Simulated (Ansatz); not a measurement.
Computed with DFT PBEsol, scalar-relativistic, plane waves, PAW in Ansatz 0.2.0.

Settings: cutoff 420 eV, Γ-centred mesh 18×18×6 on the computed 4-atom cell, Gaussian smearing of 0.10 eV; no spin polarisation.

```yaml
crystal:
  lattice:
    - [2.65792, 0.00000, 0.00000]
    - [-1.32896, 2.30183, 0.00000]
    - [0.00000, 0.00000, 8.65762]
  atoms:
    - { symbol: Mo, position: [0.00000, 0.00000, 0.00000] }
    - { symbol: Ru, position: [0.66667, 0.33333, 0.26600] }
    - { symbol: Ru, position: [0.66667, 0.33333, 0.73400] }
    - { symbol: Pd, position: [0.00000, 0.00000, 0.50000] }
```

Problem. Is this geometry at equilibrium? Which atom feels the largest force?

Solution. It isn't. Atom 2 (Ru) feels (0.00, 0.00, -3.21) eV/Å, 3.209 eV/Å in size, and symmetry-related atoms feel the same size.

Problem. Give all forces and the stress.

Solution.
```csv
atom,Fx,Fy,Fz
Mo1,0.000,0.000,0.000
Ru2,0.000,0.000,-3.209
Ru3,0.000,0.000,3.209
Pd4,0.000,0.000,0.000
```
Stress (GPa, compression positive):
```
25.22  0.00  0.00
 0.00 25.22  0.00
 0.00  0.00 18.99
```

Spin polarisation was left out, and a magnetic state may lie lower.